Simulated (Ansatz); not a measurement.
TiO2 (rutile)

```yaml
crystal:
  lattice:
    - [4.59159, 0.00000, 0.00000]
    - [0.00000, 4.59159, 0.00000]
    - [0.00000, 0.00000, 2.93910]
  atoms:
    - { symbol: Ti, position: [0.00000, 0.00000, 0.00000] }
    - { symbol: Ti, position: [0.50000, 0.50000, 0.50000] }
    - { symbol: O, position: [0.30442, 0.30442, 0.00000] }
    - { symbol: O, position: [0.80442, 0.19558, 0.50000] }
    - { symbol: O, position: [0.19558, 0.80442, 0.50000] }
    - { symbol: O, position: [0.69558, 0.69558, 0.00000] }
```

The slice is a (010) plane (indices of the conventional cell) through the point (0.696, 0.696, 0.000) (fractional), spanned by u = [001] and v = [100] in vectors of this cell: u (2.94 Å) and v (4.59 Å, at 90° to u). It covers one period; positions are fractions (u, v).

Level of theory: PBEsol (plane waves to 420 eV, PAW, scalar-relativistic; Ansatz, a program for electronic structure). k mesh 7×7×11. These are valence fields of a PAW run, semicore shells included where kept as valence: close to a nucleus they are smooth pseudo fields. The PAW data are Ansatz's earlier set. TiO2 is run without spin polarisation. TiO2 was relaxed with its symmetry unable to fall.

Sketch the electron localisation function (ELF) on this plane as a map.


```
|xxxx@@@@%%==..    ..==%%@@@@xx|
|xx@@@@@@##::        ::##@@@@@@|
|@@@@@@%%==..        ..==%%@@@@|
|@@@@%%++..    ....    ..++%%@@|
|##**++::    ........    ::++**|
|--::..        ....        ..::|
|            ........          |
|        ..::--------::..      |
|      ::==**##%%%%##**==::    |
|    ..==##@@@@@@@@@@@@##==..  |
|    ::++%%@@@@@@@@@@@@%%++::  |
|    ::**%%@@@@@@@@@@@@%%**::  |
|    ::**%%@@@@@@@@@@@@%%**::  |
|    ..++%%@@@@@@@@@@@@%%++..  |
|      --**%%@@@@@@@@%%**--    |
|      ..--++##%%%%##++--..    |
|          ::--====--::        |
|--::..        ....        ..::|
|##**++--..            ..--++**|
|@@@@%%**--..        ..--**%%@@|
|@@@@@@@@**--        --**@@@@@@|
|xx@@@@@@%%++..    ..++%%@@@@@@|
|xxxx@@@@@@**::    ::**@@@@@@xx|
|xxxxxx@@@@**..    ..**@@@@xxxx|
```
Scale: ten equal steps from 0.03 (start of ' ') to 0.82 (end of '@'), in the order ' .:-=+*#%@'. Values: electron localisation function (ELF). The map has 15 points along u (two characters each, u = 0 at the left) and 24 along v (v = 0 in the bottom row). Points within 0.4 Å of a nucleus are blanked (x), as the pseudised field means little there.
